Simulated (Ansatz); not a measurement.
## MoH$_{6}$: computed properties

Computed with DFT PBE, scalar-relativistic, plane waves, PAW (Ansatz 0.2.0).

Settings: cutoff 420 eV, Γ-centred mesh 10×10×8 on the computed 7-atom cell, Gaussian smearing of 0.10 eV; collinear spin from starting moments 0.0 -0.4 0.0 -0.4 0.0 0.0 1.1 μB.

The structure is relaxed at this level of theory with its symmetry kept, and needn't be the ground state of this composition.

Space group P4/mmm (No. 123), tetragonal, a = 3.667 Å, c = 4.419 Å. H on a site of symmetry mmm has 2 Mo at 1.83 Å and 2 H at 2.21 Å; around H on a second site of symmetry mmm lie 4 H at 1.88 Å and 2 H at 2.21 Å (long contacts); H on a site of symmetry 4mm has 1 H at 0.87 Å, 1 Mo at 1.77 Å and 4 H at 1.88 Å; Mo is surrounded by 6 H at 1.77–1.83 Å.

- Volume per atom: 8.49 Å³
- Formation energy from the elements' standard states (uncorrected): +1.105 eV/atom
- Kohn–Sham band gap: none (metal)
- Density of states at the Fermi level: 1.0 states/eV per cell
- Orbital (Löwdin) character within 0.5 eV of the Fermi level: Mo 4d 58 %, H 1s 39 %
- Bader charge by site (e): H (2 in the cell) -0.44, H (2 in the cell) -0.02, H (2 in the cell) -0.11, Mo (1 in the cell) 1.15
- Total moment: 1.25 μB per cell
- Moment by site (μB): H2 -0.39, H4 -0.39, Mo7 0.96

Only this magnetic start was tried.

The cell was found from a structure generator's guess, not taken from experiment. Löwdin shares on free-atom orbitals overweight diffuse shells.
